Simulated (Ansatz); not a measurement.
TlI:
Space group Pm-3m (No. 221); a = 4.245 Å, b = 4.245 Å, c = 4.245 Å, α = 90.00°, β = 90.00°, γ = 90.00°

```csv
atom,site,symmetry,x,y,z
Tl,1a,m-3m,0.0000,0.0000,0.0000
I,1b,m-3m,0.5000,0.5000,0.5000
```

Relaxed with r²SCAN+D4. r²SCAN+D4 (plane waves, PAW; program Ansatz) gives a gap of 2.07 eV.

Task: What gap does HSE06 give on the same cell (Ansatz, PAW)?

Result: 2.38 eV, 0.31 eV more. The hybrid was solved on a coarser mesh and at special points; its gap is the smallest among all of these.

| k | v1 r²SCAN+D4 | c1 r²SCAN+D4 | v1 HSE06 | c1 HSE06 |
|---|---|---|---|---|
| Γ | -0.92 | 6.34 | ___ | ___ |
| R | -1.71 | 2.07 | -1.91 | 2.38 |
| M | -0.21 | 5.10 | ___ | ___ |
| X | -0.10 | 2.39 | ___ | ___ |

Task: Top valence (v1) and lowest conduction level (c1) in eV from each method's valence maximum (which need not be a listed point): supply the withheld HSE06 values.

Result: 
- Γ, v1 HSE06: -1.05
- Γ, c1 HSE06: 6.62
- M, v1 HSE06: -0.28
- M, c1 HSE06: 5.57
- X, v1 HSE06: -0.04
- X, c1 HSE06: 2.64

Cost on shared cores: the r²SCAN+D4 run (SCF on a 7×7×7 mesh, then bands and DOS) very roughly 21 core-seconds, the HSE06 run (SCF on 5×5×5, then a few points) about 90 core-seconds (a rough figure); the tasks are unlike.

The workflow started from a Materials Project entry (that database holds measured and hypothetical structures alike); the Crystallography Open Database files this formula in space group No. 221, but the cells were not matched. Whether it is the stable phase at ambient conditions was not checked. The r²SCAN+D4 relaxation kept the symmetry of its start; its stability against distortions is not shown here. Scalar-relativistic: spin–orbit coupling is off unless named, which matters more the heavier the elements.

Potentials: the later of the program's two PAW sets.
